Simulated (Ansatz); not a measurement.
Ansatz (a quantum-chemistry and plane-wave program) input:

Ansatz 0.2 input:
```yaml
crystal:
  lattice:
    - [5.3283545316, 0.0, 0.0]
    - [0.0, 5.3283545316, 0.0]
    - [0.0, 0.0, 5.3283545316]
  atoms:
    - { symbol: Al, position: [0.25, 0.5, 0.0] }
    - { symbol: Al, position: [0.75, 0.5, 0.0] }
    - { symbol: Al, position: [0.0, 0.25, 0.5] }
    - { symbol: Al, position: [0.0, 0.75, 0.5] }
    - { symbol: Al, position: [0.5, 0.0, 0.25] }
    - { symbol: Al, position: [0.5, 0.0, 0.75] }
    - { symbol: N, position: [0.5, 0.25, 0.0] }
    - { symbol: N, position: [0.5, 0.75, 0.0] }
    - { symbol: N, position: [0.0, 0.5, 0.25] }
    - { symbol: N, position: [0.0, 0.5, 0.75] }
    - { symbol: N, position: [0.25, 0.0, 0.5] }
    - { symbol: N, position: [0.75, 0.0, 0.5] }
kpoints:
  mp_grid: { grid: [3, 3, 3] }
hamiltonian:
  xc: hse06
  pseudopotentials: { azcp: { folder: ./paw }, kind: paw }
scf:
  n_extra_bands: 12
  occupations: { method: fixed }
output:
  eigenvalues: true
  eigenstates:
    e_range: [-9.0, 12.5]
    kpoints:
      - [0.0, 0.0, 0.0]  # VBM
      - [0.0, 0.0, 0.0]  # CBM
      - [0.0, 0.0, 0.0]  # GAMMA
      - [0.5, 0.5, 0.5]  # R
      - [0.5, 0.5, 0.0]  # M
      - [0.0, 0.5, 0.0]  # X
```

Output (shortened):

```
Pseudopotential: Al, paw, valence charge 3
Pseudopotential: N, paw, valence charge 5
Functional definition: HSE06
davidson cushion auto → on  (no smearing: the cushion is to keep the highest requested band from converging to the state above it …
Crystal: 12 atoms, lattice volume = 151.279 Å³
Basis set: ecut = 420 eV, 2945 PW (Γ)
Bands: 36, of which v1, the nominal top of the filled ones, is band 24 counted from 1 (23 counted from 0)
Symmetry: 48 space group operations
Space group: Pm-3n (ITA 223), of the structure as read, at distance tolerance 5.3e-5 Å
k-points: 4 of 27
SCF iter   1: F=—  HF=-5555.540491 eV  |F-HF|=—  |Δ(HF+E_count)|=         —  Δρ=1.37e-1  dr2=3.76e1  ethr=1.00e-1  ⟨swp⟩=4.8  Hψ=565  notcnv=0
preconditioner: auto → none
SCF iter   2: F=—  HF=-5545.857132 eV  |F-HF|=—  |Δ(HF+E_count)|=    9.68e0  Δρ=7.97e-2  dr2=6.01e0  ethr=7.83e-2  ⟨swp⟩=3.2  Hψ=418  notcnv=0
iter 3 solved again at ethr=9.73e-4 eV; its pass at ethr=1.25e-2 eV (dr2=4.67e-1 eV) is discarded
SCF iter   3: F=—  HF=-5544.190144 eV  |F-HF|=—  |Δ(HF+E_count)|=    1.67e0  Δρ=2.34e-2  dr2=4.62e-1  ethr=9.73e-4  ⟨swp⟩=3.8  Hψ=700  notcnv=0  defer=1
SCF iter   4: F=—  HF=-5544.123121 eV  |F-HF|=—  |Δ(HF+E_count)|=   6.70e-2  Δρ=3.61e-3  dr2=9.89e-3  ethr=9.63e-4  ⟨swp⟩=3.0  Hψ=328  notcnv=0
SCF iter   5: F=-5544.120112 eV  HF=-5544.120361 eV  |F-HF|=2.48e-4  |Δ(HF+E_count)|=   2.76e-3  Δρ=6.62e-4  dr2=4.74e-4  ethr=2.06e-5  ⟨swp⟩=6.8  Hψ=491  notcnv=0  defer=1
SCF 1 stopped early in 5 iterations: F = -5544.120112 eV  dr2 = 4.74e-4
Crystal: 12 atoms, lattice volume = 151.279 Å³
Exchange kernel: α = 0.2500, screened, ω = 0.2079 Å⁻¹, Wigner–Seitz truncation, v(0) = 1034.7289 eV·Å³, q-mesh 3×3×3, nearest image of the exchange supercell L …
Frozen-core exchange: fock
SCF iter   1: F=—  HF=-5546.842914 eV  |F-HF|=—  |Δ(HF+E_count)|=         —  Δρ=5.26e-3  dr2=2.57e-2  ethr=9.88e-6  ⟨swp⟩=7.8  Hψ=733  notcnv=0
preconditioner: auto → none
SCF iter   2: F=—  HF=-5546.835124 eV  |F-HF|=—  |Δ(HF+E_count)|=   7.79e-3  Δρ=2.92e-3  dr2=7.46e-3  ethr=9.88e-6  ⟨swp⟩=3.0  Hψ=459  notcnv=0
SCF iter   3: F=—  HF=-5546.832441 eV  |F-HF|=—  |Δ(HF+E_count)|=   2.68e-3  Δρ=2.65e-4  dr2=1.42e-3  ethr=9.88e-6  ⟨swp⟩=3.0  Hψ=365  notcnv=0
SCF iter   4: F=—  HF=-5546.848112 eV  |F-HF|=—  |Δ(HF+E_count)|=   1.57e-2  Δρ=4.94e-4  dr2=3.57e-4  ethr=9.80e-8  ⟨swp⟩=6.5  Hψ=657  notcnv=0  defer=1
SCF iter   5: F=—  HF=-5546.848009 eV  |F-HF|=—  |Δ(HF+E_count)|=   1.03e-4  Δρ=2.88e-5  dr2=1.96e-5  ethr=9.80e-8  ⟨swp⟩=3.2  Hψ=463  notcnv=0
SCF iter   6: F=-5546.848180 eV  HF=-5546.848185 eV  |F-HF|=4.78e-6  |Δ(HF+E_count)|=   1.76e-4  Δρ=6.13e-5  dr2=7.60e-6  ethr=2.55e-9  ⟨swp⟩=6.5  Hψ=648  notcnv=0  defer=1
SCF 2 stopped early in 6 iterations: F = -5546.848180 eV  dr2 = 7.60e-6
hybrid outer 1: dexx = +1.721e-2 eV, tail = 3.28e-5 eV
Crystal: 12 atoms, lattice volume = 151.279 Å³
Exchange kernel: α = 0.2500, screened, ω = 0.2079 Å⁻¹, Wigner–Seitz truncation, v(0) = 1034.7289 eV·Å³, q-mesh 3×3×3, nearest image of the exchange supercell L …
Frozen-core exchange: fock
SCF iter   1: F=—  HF=-5546.848092 eV  |F-HF|=—  |Δ(HF+E_count)|=         —  Δρ=1.64e-5  dr2=1.52e-7  ethr=3.42e-7  ⟨swp⟩=2.5  Hψ=326  notcnv=0
preconditioner: auto → none
SCF iter   2: F=-5546.848092 eV  HF=-5546.848092 eV  |F-HF|=1.89e-8  |Δ(HF+E_count)|=   2.08e-7  Δρ=6.06e-6  dr2=6.17e-8  ethr=2.38e-10  ⟨swp⟩=5.8  Hψ=592  notcnv=0
SCF 3 converged in 2 iterations: F = -5546.848092 eV  dr2 = 6.17e-8
hybrid outer 2: dexx = +3.507e-7 eV, tail = 1.39e-7 eV, Δε = 2.41e-3 eV (about 2.07e-4 eV left of the loop's levels)
NSCF: frozen V_eff on 6 k-points
hybrid SCF converged: 2 outer / 8 inner (+5 warm-up), last move |dexx| = 3.51e-7 eV, tail = 1.39e-7 eV
Stability not checked (fock_operator)
Free energy (F): -5546.848092 eV
Frozen-core exchange: fock
Harris-Foulkes:  -5546.848092 eV  (|F-HF|=1.89e-8)
Internal energy: -5546.848092 eV  (E = F + TS)
E sigma→0 (E₀):  -5546.848092 eV
Fermi energy:    4.343127 eV
--- Per-component energies (eV) ---
  E_band       = -70.550324
  E_kinetic    = 943.761865
  E_local      = -1721.054195  (includes V_loc(G=0)·N_el)
  E_nonlocal   = 261.427086
  E_hartree    = 650.177166
  E_xc         = -481.603059
  E_vxc        = -515.631382  (∫ρ·V_xc dr)
  E_exx        = -107.535296  (= α·E_x^exact, valence–valence)
  E_paw        = -3594.148598  (= ΣΔE_a)
  E_vpaw       = -124.336725  (= ΣTr[D̂ρ^β])
  E_aug_tail   = 0.005359  (compensation charges beyond the density's cutoff)
  E_ewald      = -1497.476453
  E_core_change = -0.401968  (= ΣΔE_core)
  E_smearing   =  0.000000  (= −TS)
  E_closure    =  0.000000  (closes the sum)
  Σ components = -5546.848092   (vs F -5546.848092, Δ=0.00e0)
  [band-id]    e_kinetic+e_local+e_nonlocal+2·e_hartree+e_vxc+2·e_exx+e_vpaw+e_augmentation_tail = -70.544251   (vs E_band -70.550324, Δ=6.07e-3)
--- Band table (eV) ---
  k-point 0: bands = ["-12.1525", "-10.7267", "-10.7267", "-9.3517", "-9.3517", "-9.3517", "-2.1084", "-2.1084", "-1.2199", "-0.6425", "-0.6425", "-0.6425", "1.7504", "1.7504", "1.7504", "2.6326", "2.6326", "2.6326", "3.1101", "3.1101", "3.1101", "4.3431", …
  k-point 1: bands = ["-11.8402", "-11.1306", "-10.4541", "-9.7926", "-9.3429", "-9.3429", "-2.0946", "-2.0082", "-0.6997", "-0.6997", "-0.3464", "0.3682", "1.5071", "1.5071", "1.7990", "2.0445", "2.5083", "2.7167", "2.7852", "2.7852", "3.2712", "3.2712", …
  k-point 2: bands = ["-11.5566", "-11.0454", "-10.5592", "-9.9971", "-9.6901", "-9.3352", "-2.1039", "-0.9512", "-0.5578", "-0.4567", "0.1706", "0.2605", "0.9210", "1.0523", "1.4481", "2.2466", "2.2563", "2.6701", "2.8491", "2.9922", "3.0164", "3.2858", …
  k-point 3: bands = ["-11.2692", "-10.7452", "-10.7452", "-9.9615", "-9.9615", "-9.8016", "-0.8298", "-0.8298", "-0.8208", "-0.2133", "-0.0868", "0.4249", "0.4249", "1.6723", "1.9062", "2.1682", "2.1682", "2.5833", "2.5833", "2.8299", "3.0086", "3.0086", …
```

Cost: very roughly 3 core-minutes on shared cores.

The points marked VBM and CBM come from a semilocal run.

The start of the workflow was typed in or built on a structure type; neither database checked (COD, Materials Project) lists it. It is not the phase usual at ambient conditions (space group No. 186, 216). The cell was relaxed with r²SCAN under the symmetry of its start; whether a distortion lowers the energy is not shown.

Potentials: the earlier of the program's two PAW sets.

Ansatz is a plane-wave DFT program.
